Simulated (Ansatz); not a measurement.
# Mg₃CrN₃ under strains and displacements

All numbers below come from Ansatz 0.2.0, DFT PBEsol, scalar-relativistic, plane waves, PAW.

Cutoff 420 eV; k points 6×6×8 on the computed 14-atom cell (Γ-centred); Gaussian smearing, width 0.10 eV; collinear spin from starting moments 0 0 0 0 0 0 0.85 0.85 0 0 0 0 0 0 μB.

Reference cell:

```xyz
14
Lattice="6.8706 0.0000 0.0000 -3.4353 5.9501 0.0000 0.0000 0.0000 4.4130" Properties=species:S:1:pos:R:3 pbc="T T T"
Mg    3.4431    3.8902    1.1032
Mg    5.0828    1.0232    1.1032
Mg    1.7800    1.0367    1.1032
Mg   -0.0078    2.0599    3.3097
Mg   -1.6475    4.9269    3.3097
Mg    1.6553    4.9134    3.3097
Cr    3.4353    1.9834    3.3097
Cr    0.0000    3.9667    1.1032
N     3.4438    3.7658    3.3097
N     4.9746    1.0848    3.3097
N     1.8874    1.0996    3.3097
N    -0.0085    2.1843    1.1032
N    -1.5393    4.8653    1.1032
N     1.5479    4.8506    1.1032
```

Each variant moves atoms of this cell by the vectors given, if any (Å), and then applies a symmetric strain (tensor components, Cartesian axes). The reference cell isn't relaxed at this level. Energies are per atom at zero smearing, counted from the lowest variant. Pressure is positive in compression.

1. strain (xx yy zz yz xz xy, %) 4.68 4.68 -1.32 0.00 0.00 0.00; moves: Mg1 (-0.013, 0.050, 0.000); Mg2 (0.049, -0.014, 0.000); Mg3 (-0.037, -0.036, 0.000); Mg4 (-0.100, -0.004, 0.000); Mg5 (0.047, 0.089, 0.000); Mg6 (0.054, -0.085, 0.000); N9 (-0.137, 0.096, 0.000); N10 (0.152, 0.071, 0.000); N11 (-0.015, -0.167, 0.000); N12 (0.077, -0.004, 0.000); N13 (-0.042, -0.065, 0.000); N14 (-0.035, 0.069, 0.000)
2. strain (xx yy zz yz xz xy, %) 1.67 1.67 4.67 0.00 0.00 0.00; moves: Mg1 (0.234, 0.056, -0.024); Mg2 (-0.069, -0.231, -0.024); Mg3 (-0.166, 0.175, -0.024); Mg4 (-0.234, -0.056, 0.024); Mg5 (0.069, 0.231, 0.024); Mg6 (0.166, -0.175, 0.024); Cr7 (0.000, 0.000, -0.086); Cr8 (0.000, 0.000, 0.086); N9 (-0.069, -0.128, -0.252); N10 (-0.076, 0.124, -0.252); N11 (0.145, 0.004, -0.252); N12 (0.069, 0.128, 0.252); N13 (0.076, -0.124, 0.252); N14 (-0.145, -0.004, 0.252)
3. strain (xx yy zz yz xz xy, %) 5.19 5.19 -3.81 0.00 0.00 0.00; moves: Mg1 (0.069, 0.063, 0.000); Mg2 (0.020, -0.092, 0.000); Mg3 (-0.090, 0.028, 0.000); Mg4 (-0.069, -0.063, 0.000); Mg5 (-0.020, 0.092, 0.000); Mg6 (0.090, -0.028, 0.000); N9 (-0.043, 0.113, 0.000); N10 (0.119, -0.019, 0.000); N11 (-0.076, -0.093, 0.000); N12 (0.043, -0.113, 0.000); N13 (-0.119, 0.019, 0.000); N14 (0.076, 0.093, 0.000)
4. strain (xx yy zz yz xz xy, %) 1.36 1.36 7.36 0.00 0.00 0.00; moves: Mg1 (0.028, 0.047, 0.000); Mg2 (0.026, -0.048, 0.000); Mg3 (-0.055, 0.001, 0.000); Mg4 (-0.028, -0.047, 0.000); Mg5 (-0.026, 0.048, 0.000); Mg6 (0.055, -0.001, 0.000); N9 (0.059, 0.044, 0.000); N10 (0.009, -0.073, 0.000); N11 (-0.068, 0.029, 0.000); N12 (-0.059, -0.044, 0.000); N13 (-0.009, 0.073, 0.000); N14 (0.068, -0.029, 0.000)
5. strain (xx yy zz yz xz xy, %) 3.64 3.64 6.64 0.00 0.00 0.00; moves: Mg1 (-0.026, 0.035, 0.000); Mg2 (0.043, 0.005, 0.000); Mg3 (-0.017, -0.040, 0.000); Mg4 (0.026, -0.035, 0.000); Mg5 (-0.043, -0.005, 0.000); Mg6 (0.017, 0.040, 0.000); N9 (0.009, -0.011, 0.000); N10 (-0.013, -0.002, 0.000); N11 (0.005, 0.013, 0.000); N12 (-0.009, 0.011, 0.000); N13 (0.013, 0.002, 0.000); N14 (-0.005, -0.013, 0.000)

```tsv
result	ΔE (meV/atom)	P (GPa)	largest force (eV/Å)
A	130.4	-10.56	3.51
B	0.0	-13.03	1.78
C	62.9	-11.78	3.29
D	18.1	-15.08	0.87
E	143.1	1.20	1.75
```

Which variant gave which result?

A is 3, B is 4, C is 1, D is 5, E is 2.

Moments started parallel, and an antiferromagnetic order may lie lower.